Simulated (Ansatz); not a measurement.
The relaxed structure here is a generated cell of BiB: the first start was made by placing the elements on the sites of a structure type, and the end was not matched to a known phase here, so it may be hypothetical.

The end point of a relaxation of BiB. Space group F-43m (No. 216), zinc blende type. Method: r2SCAN (plane waves to 500 eV, PAW, scalar-relativistic; Ansatz, an electronic-structure program).

```cif
data_B4Bi4
_chemical_formula_sum 'Bi4 B4'
_space_group_name_H-M_alt 'F-43m'
_space_group_IT_number 216
_space_group_name_Hall 'F -4 2 3'
_cell_length_a 5.49049
_cell_length_b 5.49049
_cell_length_c 5.49049
_cell_angle_alpha 90.000
_cell_angle_beta 90.000
_cell_angle_gamma 90.000
loop_
_atom_site_label
_atom_site_type_symbol
_atom_site_symmetry_multiplicity
_atom_site_Wyckoff_symbol
_atom_site_fract_x
_atom_site_fract_y
_atom_site_fract_z
_atom_site_occupancy
Bi1 Bi 4 c 0.25000 0.25000 0.25000 1
B1 B 4 a 0.00000 0.00000 0.00000 1
```
(The calculation used a cell of 2 atoms; values per cell refer to that cell.)

```json
{
  "volume_per_atom": "20.69 Å³",
  "band_gap": "0.39 eV, direct at Γ (no spin-orbit coupling)",
  "shortest_distances": "B–Bi 2.38 Å",
  "k-mesh": "10×10×10"
}
```

No spin polarisation in the result. Without spin-orbit coupling the bands of the heavy element are not split, so the gap can be far off.

The run could not lose the symmetry of its start; a randomly shaken copy of 4 atoms returns to this structure.

All atoms sit on sites fixed by symmetry, so only the cell could relax.
